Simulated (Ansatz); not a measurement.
The cell whose phonons are given is a generated cell of SiO2: the first start was made by placing the elements on the sites of a structure type, and the end was not matched to a known phase here, so it may be hypothetical. Known forms of SiO2 include space group No. 92, 136, 152, 154.

Phonons of a relaxed structure of SiO2 by density-functional perturbation theory (low response-accuracy setting, no LO–TO term) at the zone centre. All values below come from PBE (plane waves to 420 eV, PAW, scalar-relativistic; Ansatz, a program for electronic structure). Γ-centred k-mesh 6×6×6, Fermi–Dirac smearing 0.05 eV.

```xyz
9
Lattice="5.1747 0.0000 0.0000 -2.5873 4.4814 0.0000 0.0000 0.0000 4.2025" Properties=species:S:1:pos:R:3 pbc="T T T"
O      1.9882     0.0000     0.0000
O     -0.9941     1.7218     0.0000
O      1.5932     2.7595     0.0000
O      3.5794     0.0000     2.1012
O     -1.7897     3.0998     2.1012
O      0.7976     1.3815     2.1012
Si     0.0000     0.0000     2.1012
Si     0.0000     2.9876     0.0000
Si     2.5873     1.4938     0.0000
```

Space group P-62m (No. 189).

### Question
Are there soft modes? Where, and how strong?

### Answer
It is dynamically unstable: imaginary modes at Γ (417i cm⁻¹).

### Question
Give the phonon wavenumbers.

### Answer
| q | wavenumbers (cm⁻¹; i marks imaginary) |
|---|---|
| Γ | 417i, 335i, 0 (×3), 126 (×2), 182 (×2), 213, 322, 350 (×2), 383 (×2), 401 (×2), 411, 464, 807 (×2), 836, 985, 1005 (×2), 1095 (×2) |

### Question
The atoms are displaced along the most unstable mode at Γ (largest move 0.15 Å) and cell and atoms are relaxed. What results?

### Answer
The pattern moves O by 0.59, Si by 1.00 (largest amplitude of each element, relative to the largest of all) and lowers the symmetry to P31m (No. 157) in a cell of 9 atoms. On relaxation it does not go back: it reaches P-3m1 (No. 164), CdI2 type, 0.688 eV/atom below the parent; volume +8.1 %; gap 1.55 → 6.27 eV (no spin-orbit coupling).

```cif
data_O2Si
_chemical_formula_sum 'O2 Si1'
_space_group_name_H-M_alt 'P-3m1'
_space_group_IT_number 164
_space_group_name_Hall '-P 3 2"'
_cell_length_a 2.69795
_cell_length_b 2.69795
_cell_length_c 5.56919
_cell_angle_alpha 90.000
_cell_angle_beta 90.000
_cell_angle_gamma 120.000
loop_
_atom_site_label
_atom_site_type_symbol
_atom_site_symmetry_multiplicity
_atom_site_Wyckoff_symbol
_atom_site_fract_x
_atom_site_fract_y
_atom_site_fract_z
_atom_site_occupancy
O1 O 2 d 0.66667 0.33333 0.16442 1
Si1 Si 1 a 0.00000 0.00000 0.00000 1
```

No spin polarisation in the result.
